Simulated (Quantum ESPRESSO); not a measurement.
**Band energies of SnS$_{2}$**

```
SnS2
1.0
    0.00000     5.21579     5.21579
    5.21579     0.00000     5.21579
    5.21579     5.21579     0.00000
S Sn
8 4
Direct
  0.86603   0.37799   0.37799
  0.87201   0.87201   0.38397
  0.37799   0.86603   0.37799
  0.87201   0.87201   0.87201
  0.37799   0.37799   0.37799
  0.87201   0.38397   0.87201
  0.37799   0.37799   0.86603
  0.38397   0.87201   0.87201
  0.12500   0.62500   0.62500
  0.62500   0.62500   0.12500
  0.62500   0.12500   0.62500
  0.62500   0.62500   0.62500
```

PBEsol (Quantum ESPRESSO, PseudoDojo norm-conserving, 72 Ry, no spin-orbit coupling); path ΓXWKΓLUWLK,UX; energies in eV from the valence-band maximum.

| k (1/Å) | point | band 48 | band 49 | band 50 | band 51 | band 52 | band 53 | band 54 | band 55 |
|---|---|---|---|---|---|---|---|---|---|
| 0.00 | Γ | -0.28 | -0.28 | -0.07 | -0.07 | -0.07 | 1.13 | 1.13 | 1.13 |
| 0.20 |  | -0.41 | -0.36 | -0.29 | -0.07 | -0.07 | 1.32 | 1.54 | 1.54 |
| 0.40 |  | -0.81 | -0.34 | -0.32 | -0.07 | -0.07 | 1.85 | 2.34 | 2.34 |
| 0.60 | X | -1.00 | -0.34 | -0.34 | -0.08 | -0.08 | 2.49 | 2.49 | 2.72 |
| 0.60 | W | -0.93 | -0.37 | -0.37 | -0.35 | -0.35 | 2.63 | 2.63 | 2.72 |
| 0.82 | K | -0.77 | -0.53 | -0.46 | -0.40 | -0.01 | 2.41 | 2.64 | 2.66 |
| 1.03 |  | -0.51 | -0.51 | -0.44 | -0.43 | -0.03 | 2.08 | 2.15 | 2.30 |
| 1.24 |  | -0.40 | -0.23 | -0.19 | -0.15 | -0.15 | 1.45 | 1.49 | 1.52 |
| 1.45 | Γ | -0.28 | -0.28 | -0.07 | -0.07 | -0.07 | 1.13 | 1.13 | 1.13 |
| 1.63 |  | -0.28 | -0.23 | -0.23 | -0.11 | -0.11 | 1.37 | 1.37 | 1.38 |
| 1.80 |  | -0.54 | -0.19 | -0.19 | -0.15 | -0.15 | 1.84 | 1.84 | 1.93 |
| 1.98 | L | -0.63 | -0.18 | -0.18 | -0.17 | -0.17 | 2.07 | 2.07 | 2.45 |
| 2.16 |  | -0.64 | -0.61 | -0.38 | -0.33 | -0.03 | 2.20 | 2.32 | 2.59 |
| 2.34 | U | -0.77 | -0.53 | -0.46 | -0.40 | -0.01 | 2.41 | 2.64 | 2.66 |
| 2.34 | W | -0.93 | -0.37 | -0.37 | -0.35 | -0.35 | 2.63 | 2.63 | 2.72 |
| 2.49 |  | -0.77 | -0.55 | -0.53 | -0.20 | -0.20 | 2.40 | 2.49 | 2.68 |
| 2.63 |  | -0.64 | -0.48 | -0.43 | -0.13 | -0.12 | 2.16 | 2.22 | 2.55 |
| 2.77 | L | -0.63 | -0.18 | -0.18 | -0.17 | -0.17 | 2.07 | 2.07 | 2.45 |
| 2.89 |  | -0.63 | -0.46 | -0.31 | -0.22 | -0.07 | 2.13 | 2.19 | 2.52 |
| 3.02 |  | -0.62 | -0.58 | -0.46 | -0.43 | -0.01 | 2.27 | 2.46 | 2.64 |
| 3.14 | K | -0.77 | -0.53 | -0.46 | -0.40 | -0.01 | 2.41 | 2.64 | 2.66 |
| 3.14 | U | -0.77 | -0.53 | -0.46 | -0.40 | -0.01 | 2.41 | 2.64 | 2.66 |
| 3.35 | X | -1.00 | -0.34 | -0.34 | -0.08 | -0.08 | 2.49 | 2.49 | 2.72 |

The PBEsol gap is indirect, 1.13 eV, from K to Γ; the smallest direct gap is 1.20 eV.

Spin-orbit splittings are left out.

Geometry of the Materials Project entry, not relaxed at this level.

This is not the ordinary phase of the substance; no match was found in the copy of COD used, and its stability was not checked.
